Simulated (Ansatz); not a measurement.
Does relaxation matter for the field gradients of K₂PtC₆N₆?

Start: a refined structure from the COD.

Space group P-31m (No. 162); a = 7.3928, c = 6.6613 Å, γ = 120.00°.

| site | Wyckoff | site symmetry | x | y | z |
| --- | --- | --- | --- | --- | --- |
| K | 2d | 3.2 | 0.3333 | 0.6667 | 0.5000 |
| Pt | 1a | -3.m | 0.0000 | 0.0000 | 0.0000 |
| C | 6k | ..m | 0.2222 | 0.2222 | 0.1748 |
| N | 6k | ..m | 0.3460 | 0.3460 | 0.2753 |

One atom of each set is listed.

Method: Kohn–Sham DFT in Ansatz, PBE, plane waves and PAW, scalar-relativistic, 420 eV cutoff, Γ-centred 5×5×5 k-points, Fermi–Dirac smearing 0.05 eV.

The largest force at the start is 3.6 eV/Å. Relaxing the ions at fixed cell moves them by 0.039 Å at most (atom 11, N) and 0.025 Å rms. End positions:

K (0.3333, 0.6667, 0.5000)
Pt (0.0000, 0.0000, 0.0000)
C (0.2230, 0.2230, 0.1740)
N (0.3513, 0.3513, 0.2751)

```csv
site,moved (Å),first shell before,first shell after,V_zz before (10²¹ V/m²),η before
K,0.000,6 N at 2.84 Å,6 N at 2.83 Å,0.83,0.00
Pt,0.000,6 C at 2.01 Å,6 C at 2.02 Å,-0.64,0.00
C,0.008,"1 N at 1.13 Å, 1 Pt at 2.01 Å, angle 179°","1 N at 1.16 Å, 1 Pt at 2.02 Å, angle 180°",-4.09,0.08
N,0.039,1 C at 1.13 Å,1 C at 1.16 Å,-7.87,0.00
```

(1) What are V_zz and η after the relaxation?

Answers

(1) 

```csv
site,V_zz after,η after,change of V_zz
K,0.75,0.00,-0.08
Pt,-0.48,0.00,+0.16
C,-3.97,0.08,+0.12
N,-7.23,0.00,+0.64
```

The largest change of V_zz is on N, from -7.87 to -7.23. In per cent, |V_zz| changes by -10 on K, -25 on Pt, -3 on C, -8 on N (all sites that start above 0.5). Forces this large mark an entry whose positions are poorly determined or wrongly transcribed.

Spin–orbit coupling is left out, which shifts gradients on Pt by a few per cent, and by more where contributions nearly cancel. The database entry as given showed forces above 3 eV/Å or a pressure above 30 GPa, though relaxing it moves no atom far.
